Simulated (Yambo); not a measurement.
AlCl3 (space group C2/m, No. 12): one transition space (4×4×4 mesh, 15 valence and 8 conduction bands, Tamm-Dancoff) with different kernels in Yambo, on PBEsol orbitals; field along x. BSE alone uses the static screening with 92 bands and a 3 Ry block; its scissor and those of RPA and TDDFT come from G0W0, that of the TDHF-type run from bare exchange. Axes are Cartesian, with cell vectors (Å) (2.97, -5.14, 0.00), (2.97, 5.14, 0.00), (-1.92, 0.00, 5.88).

```csv
kernel,scissor (eV),direct gap with it (eV),lowest state (eV)
BSE (screened electron-hole attraction),2.73,7.86,___
RPA (no attraction),2.73,7.86,7.86 (dark)
"TDHF-type (unscreened attraction, exchange-only scissor)",8.94,14.06,___
```

### Question
Complete the blanks.

### Answer

- BSE (screened electron-hole attraction), lowest state (eV): 6.58 (dark)
- TDHF-type (unscreened attraction, exchange-only scissor), lowest state (eV): 9.31 (dark)

RPA leaves the lowest state at the direct gap: no bound exciton. These are vertical excitations (zero momentum). Spin singlets only. Strong means a line over 3 % of the spectrum's maximum, dark under 0.03 %. Absolute energies carry the error of the G0W0 scissor, whose convergence isn't established; the long-wavelength screening was taken along (1,1,1) although the crystal is anisotropic. On a 2×2×2 mesh the BSE binding is 1.46 eV, so it isn't converged.

Geometry relaxed with PBE+D3(BJ); primitive cell a = 5.936 Å, b = 5.936 Å, c = 6.183 Å, α = 98.93°, β = 98.93°, γ = 119.97°.
